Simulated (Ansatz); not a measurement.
Ansatz input

```yaml
crystal:
  lattice:
    - [-2.4791836024, 2.4791836024, 1.3536342469]
    - [2.4791836024, -2.4791836024, 1.3536342469]
    - [2.4791836024, 2.4791836024, -1.3536342469]
  atoms:
    - { symbol: W, position: [0.0, 0.0, 0.0] }
    - { symbol: W, position: [0.75, 0.25, 0.5] }
hamiltonian:
  xc: pbesol
  pseudopotentials:
    kind: paw
    azcp:
      W: "pseudopotentials/W.paw.azcp"
basis:
  ecutwfc: 420
  fft_grid_basis: typed
kpoints:
  mp_grid: { grid: [13, 13, 9], shift: [0, 0, 0] }
magnetization:
  spin_polarized: false
scf:
  occupations: { method: fermi_dirac, width: 0.1 }
relax:
  max_steps: 60
  f_tol: 0.01
  cell: {}
```

and its output:

```
Warning: the record states the generating functional pbe (its physics header spells it `PBE`), which answers neither for hamiltonian.xc's functional nor for the pbesol family's — results may be inconsistent (PPs are generated against a specific XC)
Warning: crystal.symmetry: narrowed to the stabiliser of the k-point mesh — unitary ops 16 → 4; excluded 12 operations that carry a point of the 13×13×9 mesh (shift [0, 0, 0]) off the mesh (the run samples exactly the mesh kpoints.mp_grid names, as under crystal.symmetry.detect: false, and its converged state has the mesh's symmetry, not the crystal's; ε∞, the Born charges and the force constants of a linear response (`dielectric:` by the response, `phonons.method: dfpt`) are averaged over those of the crystal's operations that the state keeps within a tolerance, where `mesh_tensors`, `unaveraged_element` or `gamma_mean_max_change_ev_ang2` stands beside them; a row that `dielectric.field_direction` solves alone is averaged likewise, with nothing beside; a Γ-centred mesh of equal divisions is mapped onto itself by every operation and keeps the whole group, as does a half-shifted one under kpoints.further_shifts: images)
Engine: ansatz 0.2.0, aarch64-unknown-linux-gnu
Pseudopotentials: kind: paw
Pseudopotential: W, paw, valence charge 14, recommended cutoff 420 eV (normal) 
Functional definition: PBEsol
  exchange = pbesol_x
  correlation = pbesol_c
Crystal: 2 atoms, lattice volume = 33.280 Å³
Basis set: ecut = 420 eV, 673 PW (Γ), exchange–correlation on 54×54×54 points (8 copies of the dense FFT grid, shifted against one another)
Bands: 18, of which v1, the nominal top of the filled ones, is band 14 counted from 1 (13 counted from 0)
Symmetry: 4 space group operations
k-points: 413 of 1521
Non-local potential: W, projectors of the file, l = 0: 3, l = 1: 2, l = 2: 2, l = 3: 1
PAW form: soft (Blöchl's): semilocal exchange-correlation on the pseudo side does not see the compensation charge
PAW frozen core: W, regenerated for the run's functional, and the local potential with it (the file was generated under x = pbe(κ = 0.804, μ = 0.2195149727645171), c = pbe(β = 0.06672455060314922))
PAW one-centre angular grid: W, 590 points (default); XC on 64 Gauss nodes
Initial density: superposition of atomic densities (neutral atoms: chi_scale 0, normalization atom), corrected by the library's trained network
Initial wavefunctions: pseudopotential atomic-orbital guess
Functional: x = pbesol(κ = 0.804, μ = 0.12345679012345678), c = pbesol(β = 0.046)
SCF iter   1: F=—  HF=-20510.794504 eV  |F-HF|=—  |Δ(HF+E_count)|=         —  Δρ=5.32e-3  dr2=4.85e-3  ethr=1.77e-3  ⟨swp⟩=5.0  Hψ=31477  notcnv=0
SCF iter   2: F=—  HF=-20510.794633 eV  |F-HF|=—  |Δ(HF+E_count)|=   1.29e-4  Δρ=3.14e-3  dr2=1.73e-3  ethr=1.73e-5  ⟨swp⟩=1.8  Hψ=12330  notcnv=0
SCF iter   3: F=—  HF=-20510.794317 eV  |F-HF|=—  |Δ(HF+E_count)|=   3.16e-4  Δρ=2.62e-4  dr2=1.32e-5  ethr=6.17e-6  ⟨swp⟩=2.7  Hψ=12481  notcnv=0
SCF iter   4: F=—  HF=-20510.794318 eV  |F-HF|=—  |Δ(HF+E_count)|=   8.24e-7  Δρ=7.02e-5  dr2=1.42e-6  ethr=4.71e-8  ⟨swp⟩=2.2  Hψ=13166  notcnv=0
iter 5 did not close the SCF: its close was put off for the readings that it lacked (scf_convergence_deferred on its scf_iter line)
SCF iter   5: F=-20510.794318 eV  HF=-20510.794318 eV  |F-HF|=1.91e-8  |Δ(HF+E_count)|=   2.56e-7  Δρ=1.28e-5  dr2=4.27e-8  ethr=5.08e-9  ⟨swp⟩=2.3  Hψ=9441  notcnv=0
SCF iter   6: F=-20510.794318 eV  HF=-20510.794318 eV  |F-HF|=2.51e-10  |Δ(HF+E_count)|=   1.25e-8  Δρ=1.86e-6  dr2=7.11e-10  ethr=1.53e-10  ⟨swp⟩=2.3  Hψ=24671  notcnv=0
SCF 1 converged in 6 iterations: F = -20510.794318 eV  dr2 = 7.11e-10
relax step   1: F+E_penalty+E_count = -20510.79431755 eV  Δ(F+E_penalty+E_count) = +0.000e0 eV  max|allowed force component| = 3.608e-4 eV/Å  Δτ_max = 0.0000 Å  P = +6.717 GPa  Ω = 33.280 Å³  (6 SCF iters, dr2 threshold 1.00e-7 eV, accepted)
...
iter 5 did not close the SCF: its close was put off for the readings that it lacked (scf_convergence_deferred on its scf_iter line)
SCF iter   5: F=-20512.550649 eV  HF=-20512.550649 eV  |F-HF|=7.28e-12  |Δ(HF+E_count)|=  3.64e-12  Δρ=1.98e-8  dr2=7.58e-14  ethr=1.00e-12  ⟨swp⟩=1.0  Hψ=7434  notcnv=0
iter 6 did not close the SCF: its close was put off for the readings that it lacked (scf_convergence_deferred on its scf_iter line)
SCF iter   6: F=-20512.550649 eV  HF=-20512.550649 eV  |F-HF|=0.00e0  |Δ(HF+E_count)|=  7.28e-12  Δρ=4.47e-9  dr2=2.91e-15  ethr=1.00e-12  ⟨swp⟩=1.0  Hψ=7434  notcnv=0
iter 7 did not close the SCF: its close was put off for the readings that it lacked (scf_convergence_deferred on its scf_iter line)
SCF iter   7: F=-20512.550649 eV  HF=-20512.550649 eV  |F-HF|=0.00e0  |Δ(HF+E_count)|=  1.46e-11  Δρ=9.81e-10  dr2=1.82e-16  ethr=1.00e-12  ⟨swp⟩=1.0  Hψ=7434  notcnv=0
SCF iter   8: F=-20512.550649 eV  HF=-20512.550649 eV  |F-HF|=1.09e-11  |Δ(HF+E_count)|=  1.09e-11  Δρ=2.38e-10  dr2=5.60e-18  ethr=1.00e-12  ⟨swp⟩=2.4  Hψ=19336  notcnv=0
SCF 17 converged in 8 iterations: F = -20512.550649 eV  dr2 = 5.60e-18
relax step  17: F+E_penalty+E_count = -20512.55064913 eV  Δ(F+E_penalty+E_count) = -6.035e-5 eV  max|allowed force component| = 9.679e-5 eV/Å  Δτ_max = 0.0000 Å  P = +0.006 GPa  Ω = 32.023 Å³  stress off target by 2.01e-2 GPa  SCF on the basis re-selected at this cell (its energy is not comparable with the rows above)  (8 SCF iters)
basis re-selected at this cell: Δ(F+E_penalty+E_count) = -6.035e-5 eV, ΔP = -0.002 GPa vs the last step (what re-selecting the basis moved, of the pressure what is left beyond the Pulay correction that the steps carried, after the strain that the cell walked since its last selection, with what the two solves' SCF thresholds leave and, on support functions, any second-order correction that the steps lacked; it is no measure of the basis error at this ecutwfc). The dense FFT grid was sized anew with the basis: this SCF ran on 20×20×32 points, the steps before it on 24×24×32, so part of this shift can come from that change (see relax.cell in the input reference). This SCF's stress stands 2.01e-2 GPa from its target on what of the cell is left free (relax.cell.stress_tol is 5.00e-2 GPa) and its largest allowed force component is 9.68e-5 eV/Å (relax.f_tol is 1.00e-2 eV/Å): within both
SCF converged after 8 iterations
Free energy (F): -20512.550649 eV
Harris-Foulkes:  -20512.550649 eV  (|F-HF|=1.09e-11)
Internal energy: -20512.513186 eV  (E = F + TS)
E sigma→0 (E₀):  -20512.531917 eV
Entropy (-TS):   -0.037464 eV (-18.732 meV/atom)
Fermi energy:    21.880626 eV
--- Per-component energies (eV) ---
  E_band       = -173.060496
  E_kinetic    = 900.858483
  E_local      = -1229.962632  (includes V_loc(G=0)·N_el)
  E_nonlocal   = 6.951915
  E_hartree    = 440.300843
  E_xc         = -530.297052
  E_vxc        = -477.097898  (∫ρ·V_xc dr)
  E_paw        = -16872.303441  (= ΣΔE_a)
  E_vpaw       = -254.411925  (= ΣTr[D̂ρ^β])
  E_aug_tail   = -0.000124  (compensation charges beyond the density's cutoff)
  E_ewald      = -3228.504761
  E_core_change = 0.443584  (= ΣΔE_core)
  E_smearing   = -0.037464  (= −TS)
  E_closure    = 0.000000  (closes the sum)
  Σ components = -20512.550649   (vs F -20512.550649, Δ=0.00e0)
--- Forces (eV/Å), atoms counted from 1 ---
  atom   1  W      0.00009679    -0.00009679    -0.00000000
  atom   2  W     -0.00009679     0.00009679     0.00000000
  max |Σ_I F_I| component: 0.00e0 eV/Å
--- Stress (GPa, compression-positive) ---
        0.007572       0.003623      -0.008929
        0.003623       0.007572      -0.008929
       -0.008929      -0.008929       0.002087
  P = ⅓ Tr σ = 0.0057 GPa (0.057 kbar)
--- Relaxed structure (15 steps of the walk, 15 accepted, 2 SCFs on fresh bases) ---
  F+E_penalty+E_count = -20512.55064913 eV   max|allowed force component| = 9.679e-5 eV/Å   (the final SCF, on the basis selected at the relaxed cell)
  cell:  # Å, volume = 32.0226 Å³
    - [-1.8875023084082596, 1.8879129919421465, 1.3339091072363254]
    - [1.8879129919421465, -1.8875023084082596, 1.3339091072363254]
    - [3.179121880904543, 3.179121880904543, -1.3331569395918381]
  atoms:
    - { symbol: W, position: [5.968266249351041e-5, -5.968266249351041e-5, -1.9224605140411112e-27] }
    - { symbol: W, position: [0.7499403173375064, 0.25005968266249345, 0.4999999999999999] }
```
